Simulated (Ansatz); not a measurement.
WSeS in space group P-3m1 (No. 164; W on 2d, Se on 2d, S on 2d), DFT-LDA in the program Ansatz with PAW potentials. The conduction-band minimum lies on the K–Γ line, 46 % of the way from K, with 6 equivalent valleys. Second derivatives d²E/dk² of the lowest band at one valley (eV·Å²), along Cartesian directions:

```
direction  d²E/dk²
---------  -------
[100]        14.91
[010]        15.97
[001]        17.69
[110]        16.35
[101]        16.74
[011]        16.58
```

**Question.** Find the principal effective masses, the density-of-states mass and the conductivity mass.

**Answer.** Off-diagonal terms follow from H_xy = H[110] − (H_xx + H_yy)/2, and m*/mₑ = 7.620 eV·Å² over each eigenvalue: 0.43, 0.46, 0.53. One valley's DOS mass (m₁m₂m₃)^(1/3) = 0.47, conductivity mass 3/(Σ 1/mᵢ) = 0.47 mₑ.

**Question.** What effective density of states Nc follows at 300 K for parabolic valleys?

**Answer.** Nc = 2.509e19 × 6 × (0.47)^(3/2) ≈ 4.9e19 cm⁻³.

**Question.** With the computed static dielectric constant 12.5 (mean of the diagonal), estimate a hydrogenic donor's binding energy and radius.

**Answer.** E = 13.606 eV × 0.47/12.5² ≈ 41 meV; a = 0.529 Å × ε/m* ≈ 14 Å. Semilocal masses tend to be too small when the gap is underestimated.

The workflow started from a Materials Project entry (that database holds measured and hypothetical structures alike); the Crystallography Open Database copy checked does not list it. Whether it is the stable phase at ambient conditions was not checked. The cell was relaxed with LDA under the symmetry of its start; its stability against distortions is not shown here. No spin polarisation was allowed. A crystal of weakly bound layers computed without a dispersion correction: the cell and the soft elastic constants depend strongly on that. Scalar-relativistic: spin–orbit coupling is off unless named, which matters more the heavier the elements.

Potentials: the later of the program's two PAW sets.
